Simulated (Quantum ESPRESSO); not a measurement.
# GaSi6As: input and log of a self-consistent run

Simulated, not a measurement. The program is pw.x of Quantum ESPRESSO 7.5 (plane-wave density functional theory). The cell is made up: 8 atoms on a zincblende/diamond lattice, with randomly drawn elements, strain and displacements, not relaxed. PseudoDojo standard norm-conserving files (v0.5 for PBE, v0.4.1 for LDA and PBEsol) set the functional; there is no spin polarisation, spin-orbit coupling or dispersion term, and the masses in the input are unused placeholders.

Input:

```
&control calculation='scf', pseudo_dir='./dojo.nc.sr.pbe.v0_5.standard.upf', outdir='./o', disk_io='low', tprnfor=.true., tstress=.true. /
&system ibrav=0, nat=8, ntyp=3, nbnd=36, ecutwfc=84.00895049, nosym=.true., tot_charge=0,
 occupations='smearing', smearing='fd', degauss=0.0073498644
/
&electrons conv_thr=7.350e-09, electron_maxstep=60, /
ATOMIC_SPECIES
As 1.0 As.upf
Ga 1.0 Ga.upf
Si 1.0 Si.upf
CELL_PARAMETERS angstrom
5.3875 0.0002 -0.0422
0.0002 5.4944 0.023
-0.0422 0.023 5.5823
ATOMIC_POSITIONS angstrom
Ga 0.0269 0.0133 0.0255
Si 0.0643 2.7538 2.7575
Si 2.6522 0.0458 2.7563
Si 2.761 2.7954 -0.0431
Si 1.335 1.3631 1.3763
Si 1.2269 4.1157 4.1598
As 4.0616 1.3441 4.1779
Si 3.997 4.1769 1.3797
K_POINTS automatic
6 6 6 1 1 1
```

The log is shortened where brackets say so; the opening notice, blank lines, dates and the lines on written files are dropped, and the path of the files is cut. It prints rydbergs, bohrs and kilobars, and counts compression as positive stress.

```
     Program PWSCF v.7.5
     Parallel version (MPI & OpenMP), running on       4 processor cores
     Number of MPI processes:                 4
     Threads/MPI process:                     1
     [start-up lines left out]
     bravais-lattice index     =            0
     lattice parameter (alat)  =      10.1812  a.u.
     unit-cell volume          =    1115.0238 (a.u.)^3
     number of atoms/cell      =            8
     number of atomic types    =            3
     number of electrons       =        52.00
     number of Kohn-Sham states=           36
     kinetic-energy cutoff     =      84.0090  Ry
     charge density cutoff     =     336.0358  Ry
     scf convergence threshold =      7.3E-09
     mixing beta               =       0.7000
     number of iterations used =            8  plain     mixing
     Exchange-correlation= PBE
                           (   1   4   3   4   0   0   0)
     [axes and pseudopotential details left out]
   Cartesian axes
     site n.     atom                  positions (alat units)
         1        Ga     tau(   1) = (   0.0049929   0.0024686   0.0047330  )
         2        Si     tau(   2) = (   0.0119347   0.5111305   0.5118172  )
         3        Si     tau(   3) = (   0.4922726   0.0085009   0.5115945  )
         4        Si     tau(   4) = (   0.5124669   0.5188518  -0.0079998  )
         5        Si     tau(   5) = (   0.2477882   0.2530038   0.2554539  )
         6        Si     tau(   6) = (   0.2277239   0.7639116   0.7720970  )
         7        As     tau(   7) = (   0.7538701   0.2494773   0.7754565  )
         8        Si     tau(   8) = (   0.7418798   0.7752709   0.2560850  )
     number of k points=   108  Fermi-Dirac smearing, width (Ry)=  0.0073
     Number of k-points >= 100: set verbosity='high' to print them.
     Dense  grid:   116021 G-vectors     FFT dimensions: (  60,  64,  64)
     Estimated max dynamical RAM per process >     363.63 MB
     Estimated total dynamical RAM >       1.34 GB
     Initial potential from superposition of free atoms
     starting charge      51.9934, renormalised to      52.0000
     Starting wfcs are   42 randomized atomic wfcs
     total cpu time spent up to now is        6.3 secs
     per-process dynamical memory:   317.0 Mb
     Self-consistent Calculation
     iteration #  1     ecut=    84.01 Ry     beta= 0.70
     Davidson diagonalization with overlap
     ethr =  1.00E-02,  avg # of iterations =  4.4
     Threshold (ethr) on eigenvalues was too large:
     Diagonalizing with lowered threshold
     Davidson diagonalization with overlap
     ethr =  4.19E-04,  avg # of iterations =  5.5
     total cpu time spent up to now is       38.7 secs
     total energy              =    -415.79210833 Ry
     estimated scf accuracy    <       0.23560443 Ry
     iteration #  2     ecut=    84.01 Ry     beta= 0.70
     Davidson diagonalization with overlap
     ethr =  4.53E-04,  avg # of iterations =  2.4
     total cpu time spent up to now is       52.5 secs
     total energy              =    -415.80298543 Ry
     estimated scf accuracy    <       0.05876389 Ry
     iteration #  3     ecut=    84.01 Ry     beta= 0.70
     Davidson diagonalization with overlap
     ethr =  1.13E-04,  avg # of iterations =  4.0
     total cpu time spent up to now is       68.3 secs
     total energy              =    -415.81945231 Ry
     estimated scf accuracy    <       0.02170109 Ry
     iteration #  4     ecut=    84.01 Ry     beta= 0.70
     Davidson diagonalization with overlap
     ethr =  4.17E-05,  avg # of iterations =  3.7
     total cpu time spent up to now is       82.0 secs
     total energy              =    -415.82354950 Ry
     estimated scf accuracy    <       0.00029014 Ry
     iteration #  5     ecut=    84.01 Ry     beta= 0.70
     Davidson diagonalization with overlap
     ethr =  5.58E-07,  avg # of iterations =  9.0
     total cpu time spent up to now is      103.7 secs
     total energy              =    -415.82366017 Ry
     estimated scf accuracy    <       0.00003954 Ry
     iteration #  6     ecut=    84.01 Ry     beta= 0.70
     Davidson diagonalization with overlap
     ethr =  7.60E-08,  avg # of iterations =  2.5
     total cpu time spent up to now is      116.9 secs
     total energy              =    -415.82366922 Ry
     estimated scf accuracy    <       0.00000925 Ry
     iteration #  7     ecut=    84.01 Ry     beta= 0.70
     Davidson diagonalization with overlap
     ethr =  1.78E-08,  avg # of iterations =  2.0
     total cpu time spent up to now is      129.3 secs
     total energy              =    -415.82367114 Ry
     estimated scf accuracy    <       0.00000017 Ry
     iteration #  8     ecut=    84.01 Ry     beta= 0.70
     Davidson diagonalization with overlap
     ethr =  3.30E-10,  avg # of iterations =  4.0
     total cpu time spent up to now is      146.2 secs
     total energy              =    -415.82367125 Ry
     estimated scf accuracy    <       0.00000007 Ry
     iteration #  9     ecut=    84.01 Ry     beta= 0.70
     Davidson diagonalization with overlap
     ethr =  1.42E-10,  avg # of iterations =  2.0
     total cpu time spent up to now is      158.5 secs
     total energy              =    -415.82367126 Ry
     estimated scf accuracy    <       0.00000001 Ry
     iteration # 10     ecut=    84.01 Ry     beta= 0.70
     Davidson diagonalization with overlap
     ethr =  2.80E-11,  avg # of iterations =  2.0
     total cpu time spent up to now is      170.1 secs
     End of self-consistent calculation
     Number of k-points >= 100: set verbosity='high' to print the bands.
     the Fermi energy is     7.2657 ev
!    total energy              =    -415.82367126 Ry
     estimated scf accuracy    <          6.3E-10 Ry
     smearing contrib. (-TS)   =      -0.00110286 Ry
     internal energy E=F+TS    =    -415.82256840 Ry
     The total energy is F=E-TS. E is the sum of the following terms:
     one-electron contribution =    -256.61913564 Ry
     hartree contribution      =     156.28530329 Ry
     xc contribution           =    -107.93478034 Ry
     ewald contribution        =    -207.55395571 Ry
     convergence has been achieved in  10 iterations
     Forces acting on atoms (cartesian axes, Ry/au):
     atom    1 type  2   force =     0.01827969   -0.04943999    0.02085528
     atom    2 type  3   force =    -0.03764983    0.00562711   -0.02511605
     atom    3 type  3   force =    -0.01931087   -0.03689512    0.00187124
     atom    4 type  3   force =    -0.04622664   -0.00273405    0.01164684
     atom    5 type  3   force =     0.03386121    0.03415542   -0.01056246
     atom    6 type  3   force =     0.05077371    0.01859425    0.01725647
     atom    7 type  1   force =    -0.01890819    0.04397922   -0.03243765
     atom    8 type  3   force =     0.01918092   -0.01328684    0.01648634
     Total force =     0.138266     Total SCF correction =     0.000149
     Computing stress (Cartesian axis) and pressure
          total   stress  (Ry/bohr**3)                   (kbar)     P=       25.89
   0.00025320  -0.00000780   0.00018149           37.25       -1.15       26.70
  -0.00000780   0.00017657   0.00007136           -1.15       25.97       10.50
   0.00018149   0.00007136   0.00009825           26.70       10.50       14.45
     init_run     :      5.76s CPU      6.04s WALL (       1 calls)
     electrons    :    161.94s CPU    163.85s WALL (       1 calls)
     forces       :      2.53s CPU      2.56s WALL (       1 calls)
     stress       :      8.95s CPU      8.96s WALL (       1 calls)
     [timing details left out]
     PWSCF        :   2m59.49s CPU   3m 1.82s WALL
     JOB DONE.
```

In other units: free energy -5657.569 eV for the cell, pressure 2.59 GPa, largest force component 1.305 eV/Å. A rerun of a related cell, with the same atoms placed differently, at 1437 eV and a 8 x 8 x 8 mesh moved values by no more than 0.002 eV in energy, 0.02 GPa in stress and 0.002 eV/Å in force.